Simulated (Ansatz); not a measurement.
# How much do the gradients of CsPbBr3 depend on the method?

Cell: a computed structure from the Materials Project (it need not be an observed phase).

Space group Pnma (No. 62); a = 9.8455, b = 4.6091, c = 16.9508 Å.

```
site  Wyckoff  site symmetry       x       y       z
  Cs       4c            .m.  0.9124  0.2500  0.6716
  Pb       4c            .m.  0.8365  0.7500  0.9380
 Br9       4c            .m.  0.5282  0.2500  0.6128
Br10       4c            .m.  0.1986  0.7500  0.7111
Br11       4c            .m.  0.6642  0.2500  0.0006
```

One atom of each set is listed.

First run. All values are calculated (Ansatz; DFT, PBE, plane waves and PAW, scalar-relativistic, 420 eV cutoff, Γ-centred 3×6×2 k-points, Fermi–Dirac smearing 0.02 eV), not measured.

| site | V_zz (10²¹ V/m²) | η |
| --- | --- | --- |
| Cs | 3.49 | 0.86 |
| Pb | -10.68 | 0.87 |
| Br9 | 2.99 | 0.86 |
| Br10 | 15.32 | 0.35 |
| Br11 | -12.63 | 0.57 |

Second run. The same atoms and settings, except that the functional is r2SCAN and the cutoff is 500 eV.

Question: Given the first result, estimate the second.

Answer: 

| site | V_zz | η | change of V_zz |
| --- | --- | --- | --- |
| Cs | 3.59 | 0.87 | +0.10 |
| Pb | -11.02 | 0.80 | -0.34 |
| Br9 | 3.07 | 0.77 | +0.08 |
| Br10 | 14.91 | 0.34 | -0.41 |
| Br11 | -11.87 | 0.60 | +0.76 |

The largest change of V_zz is on Br11, from -12.63 to -11.87. In per cent, |V_zz| changes by +3 on Cs, +3 on Pb, -6 to +3 on Br (all sites that start above 0.5).

Spin–orbit coupling is left out, which shifts gradients on Pb by a few per cent, and by more where contributions nearly cancel.
